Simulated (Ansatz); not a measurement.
Relaxed-ion elastic tensor of AlN (zinc blende, F-43m) in GPa (Voigt order), PBE (plane waves, PAW; program Ansatz); density 3.19 g/cm³, 10.67 Å³ per atom.

```
281  149  149  0.0  0.0  0.0
149  281  149  0.0  0.0  0.0
149  149  281  0.0  0.0  0.0
0.0  0.0  0.0  178  0.0  0.0
0.0  0.0  0.0  0.0  178  0.0
0.0  0.0  0.0  0.0  0.0  178
```

Is the crystal mechanically stable?

Yes: the smallest eigenvalue of C is 133 GPa.

Work out the Voigt, Reuss and Hill averages.

K_V = 193, K_R = 193, K_H = 193; G_V = 133, G_R = 106, G_H = 120 GPa.

Give Young's modulus, Poisson's ratio, Pugh's ratio and the universal anisotropy index.

E = 9KG/(3K + G) = 298 GPa; ν = 0.24; K/G = 1.61 (brittle by the Pugh limit of 1.75); A_U = 5G_V/G_R + K_V/K_R − 6 = 1.26.

Estimate the sound speeds and the Debye temperature.

v_l = √((K + 4G/3)/ρ) = 10500 m/s, v_t = √(G/ρ) = 6130 m/s, mean 6800 m/s; Θ = (h/k)(3n/4πV)^(1/3) v_m = 919 K.

Give the Zener ratio and Young's modulus along [100], [110] and [111].

A = 2C44/(C11 − C12) = 2.68; 1/E = S11 − 2(S11 − S12 − S44/2)Γ with Γ = 0, 1/4, 1/3 gives 179, 309, 408 GPa.

The cell was relaxed with PBE under the symmetry of its start; phonons on a q-mesh show no instability.

Potentials: the later of the program's two PAW sets.
